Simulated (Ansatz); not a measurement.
This cell of InP (zinc blende) is off equilibrium:

```yaml
crystal:
  lattice:
    - [0.00000, 2.95351, 2.95351]
    - [2.95351, 0.00000, 2.95351]
    - [2.95351, 2.95351, 0.00000]
  atoms:
    - { symbol: P, position: [0.75000, 0.75000, 0.75000] }
    - { symbol: In, position: [0.98006, 0.98006, 0.98006] }
```

All values below come from r2SCAN (plane waves to 500 eV, PAW, scalar-relativistic; Ansatz, a first-principles code). k mesh 8×8×8 (Γ-centred), Fermi-Dirac smearing 0.05 eV. The energy includes the smearing's −TS. Stress and pressure are positive under compression. InP was relaxed with its symmetry unable to fall.

Problem. Predict the force on every atom, in eV/Å.

Solution. 
| atom | Fx | Fy | Fz |
|---|---|---|---|
| P1 | -1.315 | -1.315 | -1.315 |
| In2 | 1.315 | 1.315 | 1.315 |

Problem. What is the stress tensor (GPa)?

Solution. 
```
    1.3      3.9      3.9
    3.9      1.3      3.9
    3.9      3.9      1.3
```
The pressure, a third of the trace, is 1.3 GPa.

Problem. In it atom 2 sits (-0.118, -0.118, -0.118) Å away from its relaxed site. What is its energy relative to the relaxed cell?

Solution. 208 meV/cell.

(For displaced atoms, the force is minus the slope of the energy, and its curvature is a force constant, which sets phonon frequencies.)
